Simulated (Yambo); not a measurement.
Yambo run on BaS (rock salt, space group Fm-3m, No. 225). The wavefunctions are PBEsol (pw.x of Quantum ESPRESSO, ONCV potentials, no spin-orbit coupling) ones on a 4×4×4 mesh (8 occupied bands); a = 4.4755 Å, b = 4.4755 Å, c = 4.4755 Å, α = 60.00°, β = 60.00°, γ = 60.00°.

Yambo input:

```
rim_cut
gw0
dyson
el_el_corr
HF_and_locXC
ppa
em1d
RandQpts= 1000000
RandGvec= 1 Ry
EXXRLvcs= 56.6 Ry
VXCRLvcs= 226.4 Ry
Chimod= "HARTREE"
% BndsRnXp
 1 | 49 |
%
NGsBlkXp= 10 Ry
% LongDrXp
 1.0 | 1.0 | 1.0 |
%
PPAPntXp= 27.2114 eV
% GbndRnge
 1 | 49 |
%
GTermKind= "BG"
DysSolver= "n"
ExtendOut
% QPkrange
 1 | 1 | 8 | 8 |
 7 | 7 | 8 | 9 |
%
```

k points by index: 1 = Γ, 7 = X.

Resulting energies as the program prints them:

```
#    K-point    Band    Eo [eV]    E [eV]    E-Eo [eV]    Vxc [eV]    Vnlxc [eV]    Sc|Eo [eV]    Sc|E [eV]    dSc/dw|Eo [eV]    Re(Z)    Im(Z)
#
    1    8    0.000000    -0.916003    -0.916003    -12.54753    -15.63746    1.932536    2.173932    -7.170227    0.791449    -0.001427
    7    8    -0.091551    -1.046390    -0.954838    -12.51177    -15.66869    1.951939    2.202086    -7.127956    0.792423    -0.001426
    7    9    2.038466    2.571637    0.533171    -8.205700    -4.282236    -3.282700    -3.390293    -5.490048    0.832114    -0.001248
```
(The two width columns are left out.) Convergence of these settings isn't established.

Geometry relaxed with PBEsol.
